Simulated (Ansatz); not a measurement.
YbGe₂ in space group Fddd (No. 70; Ge on 16f, Yb on 8a) at seven volumes, PBE (plane waves, PAW; program Ansatz), shape and atoms relaxed at each. One row is withheld.

| V (Å³/atom) | P (GPa) |
|---|---|
| 19.628 | 6.28 |
| 20.275 | ? |
| 20.922 | 1.76 |
| 21.569 | 0.00 |
| 22.216 | -1.50 |
| 22.864 | -2.77 |
| 23.511 | -3.83 |

Q: Fit the shown pressures and predict the withheld one.

A: Third-order Birch–Murnaghan: P = (3/2)B₀(x^(7/2) − x^(5/2))[1 + (3/4)(B′ − 4)(x − 1)] with x = (V₀/V)^(2/3). Least squares on the six rows gives V₀ = 21.568 Å³/atom, B₀ = 53.93 GPa, B′ = 4.48. At V = 20.275, x = 1.0421 and P = 3.83 GPa. The run itself gave 3.83 GPa.

The cell is a constructed one: a structure type filled with these elements; neither database checked (COD, Materials Project) lists it. Its standing as an ambient phase is unchecked. Symmetry was held in the PBE relaxation; its stability against distortions is not shown here. The workflow began spin-polarised and lost its moments. The 4f shell is in the valence. No Hubbard U is applied. Spin–orbit coupling is left out wherever it is not named.

Potentials: the later of the program's two PAW sets.
